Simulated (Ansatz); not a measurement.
GaS:
Space group P6₃/mmc (No. 194); a = b = 3.5365 Å, c = 15.2370 Å, α = β = 90.00°, γ = 120.00°

| atom | site | symmetry | x | y | z |
|---|---|---|---|---|---|
| Ga | 4f | 3m. | 0.3333 | 0.6667 | 0.1709 |
| S | 4f | 3m. | 0.6667 | 0.3333 | 0.1002 |

Relaxed with LDA. LDA in the plane-wave PAW code Ansatz gives a gap of 1.37 eV.

Problem. What gap does HSE06 give on the same cell (Ansatz, PAW)?

Solution. 2.21 eV, 0.84 eV more. The hybrid was solved on a coarser mesh and at special points; its gap is the smallest among all of these.

```json
[
 {"k": "Γ", "v1 LDA": "0.00", "c1 LDA": "1.68", "v1 HSE06": "[?]", "c1 HSE06": "[?]"},
 {"k": "A", "v1 LDA": "-0.81", "c1 LDA": "2.13", "v1 HSE06": "-0.76", "c1 HSE06": "3.36"},
 {"k": "K", "v1 LDA": "-2.14", "c1 LDA": "1.49", "v1 HSE06": "[?]", "c1 HSE06": "[?]"},
 {"k": "H", "v1 LDA": "-1.97", "c1 LDA": "1.75", "v1 HSE06": "[?]", "c1 HSE06": "[?]"},
 {"k": "M", "v1 LDA": "-1.80", "c1 LDA": "1.37", "v1 HSE06": "-1.87", "c1 HSE06": "2.21"},
 {"k": "L", "v1 LDA": "-2.11", "c1 LDA": "1.60", "v1 HSE06": "[?]", "c1 HSE06": "[?]"}
]
```

Problem. Top valence (v1) and lowest conduction level (c1) in eV from each method's valence maximum (which need not be a listed point): supply the withheld HSE06 values.

Solution. 
- K, v1 HSE06: -2.21
- K, c1 HSE06: 2.29
- L, v1 HSE06: -2.16
- L, c1 HSE06: 2.47
- H, v1 HSE06: -2.08
- H, c1 HSE06: 2.55
- Γ, v1 HSE06: 0.00
- Γ, c1 HSE06: 2.96

Cost on shared cores: the LDA run (SCF on a 9×9×2 mesh, then bands and DOS) about 110 core-seconds (a rough figure), the HSE06 run (SCF on 5×5×1, then a few points) very roughly 2.1 core-minutes; the tasks are unlike.

Space group P6_3/mmc. Symmetry was held in the LDA relaxation. A crystal of weakly bound layers computed without a dispersion correction: the cell and the soft elastic constants depend strongly on that. Spin–orbit coupling is left out wherever it is not named.

Potentials: the later of the program's two PAW sets.
